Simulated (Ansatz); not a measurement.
Total density of states per atom from DFT-r²SCAN in the program Ansatz with PAW potentials, in 0.25 eV bins, energy from the valence-band maximum:

| E (eV) | states/eV/atom |
|---|---|
| -7.85 | 0.00 |
| -7.60 | 0.00 |
| -7.35 | 0.46 |
| -7.10 | 0.43 |
| -6.85 | 0.55 |
| -6.60 | 0.50 |
| -6.35 | 0.42 |
| -6.10 | 0.29 |
| -5.85 | 0.08 |
| -5.60 | 0.24 |
| -5.35 | 0.28 |
| -5.10 | 0.20 |
| -4.85 | 0.12 |
| -4.60 | 0.24 |
| -4.35 | 0.51 |
| -4.10 | 0.57 |
| -3.85 | 0.61 |
| -3.60 | 0.56 |
| -3.35 | 0.52 |
| -3.10 | 0.78 |
| -2.85 | 0.80 |
| -2.60 | 1.00 |
| -2.35 | 0.79 |
| -2.10 | 0.85 |
| -1.85 | 0.75 |
| -1.60 | 0.88 |
| -1.35 | 0.79 |
| -1.10 | 0.56 |
| -0.85 | 0.44 |
| -0.60 | 0.22 |
| -0.35 | 0.57 |
| -0.10 | 0.11 |
| 0.15 | 0.00 |
| 0.40 | 0.00 |
| 0.65 | 0.00 |
| 0.90 | 0.00 |
| 1.15 | 0.00 |
| 1.40 | 0.00 |
| 1.65 | 0.00 |
| 1.90 | 0.00 |
| 2.15 | 0.18 |
| 2.40 | 0.28 |
| 2.65 | 0.47 |
| 2.90 | 0.61 |
| 3.15 | 0.63 |
| 3.40 | 0.76 |
| 3.65 | 0.71 |
| 3.90 | 0.71 |
| 4.15 | 0.64 |
| 4.40 | 0.58 |
| 4.65 | 0.45 |
| 4.90 | 0.54 |
| 5.15 | 0.45 |
| 5.40 | 0.45 |
| 5.65 | 0.84 |

Question: Which of these materials gives this?
A) GaN, rock salt
B) ZnCu2SnSe4, I-42m (Zn on 2a, Cu on 4d, Sn on 2b, Se on 8i)
C) PbS, P-6m2 (Pb on 1a, S on 1f)
D) Ga2Sn2S5, Pna2_1 (Pearson symbol oP36)

Answer: D, Ga2Sn2S5, Pna2_1 (Pearson symbol oP36). Top 1 eV of the valence band: S 3p 64 %, Sn 5s 21 %, Sn 5p 11 %. Bottom 1 eV of the conduction band: Sn 5p 53 %, S 3p 16 %, S 3s 8 %, Ga 4s 7 %, Ga 4p 6 %, outside the projected shells 6 %. Projections are on Löwdin-orthogonalised atomic valence shells; empty p or d shells of many metals are not among them.

The workflow started from a Materials Project entry (that database holds measured and hypothetical structures alike); the Crystallography Open Database files this formula in space group No. 33, but the cells were not matched. Its standing as an ambient phase is unchecked. Symmetry was held in the r²SCAN relaxation; its stability against distortions is not shown here. Spin–orbit coupling is left out wherever it is not named.

Potentials: the later of the program's two PAW sets.
